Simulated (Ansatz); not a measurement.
Os:
```yaml
crystal:
  lattice:
    - [2.72850, 0.00000, 0.00000]
    - [-1.36425, 2.36295, 0.00000]
    - [0.00000, 0.00000, 4.30931]
  atoms:
    - { symbol: Os, position: [0.33333, 0.66667, 0.75000] }
    - { symbol: Os, position: [0.66667, 0.33333, 0.25000] }
```

Relaxed with PBEsol. Special points in fractions of this cell's reciprocal vectors: Γ (0.000, 0.000, 0.000); M (0.500, 0.000, 0.000); K (0.333, 0.333, 0.000); A (0.000, 0.000, 0.500); L (0.500, 0.000, 0.500); H (0.333, 0.333, 0.500).

**Question.** List the band energies nearest the Fermi level at these points for PBEsol in the plane-wave PAW code Ansatz.

**Answer.** In eV from the Fermi level; about four levels below and three above (degenerate sets whole), none deeper than 8.9 eV; … stands for higher levels left out; points with the same levels are listed once.

```csv
k,below,above
Γ,-2.30 -2.30 -1.63 -1.63 -0.05,…
M,-3.65 -3.00 -2.65 -1.95,2.03 2.60 2.74
K,-4.73 -3.53 -3.53 -1.41,1.46 1.46 2.06
A,-3.35 -3.35 -3.35 -3.35,…
L,-1.28 -1.28 -0.24 -0.24,2.37 2.37 …
H,-3.53 -3.53 -1.44 -1.44,1.60 1.60 …
```

Space group P6_3/mmc (hcp (Mg type)). The PBEsol relaxation kept the symmetry of its start. No spin polarisation was allowed. Scalar-relativistic: spin–orbit coupling is off unless named, which matters more the heavier the elements.

Potentials: the later of the program's two PAW sets.
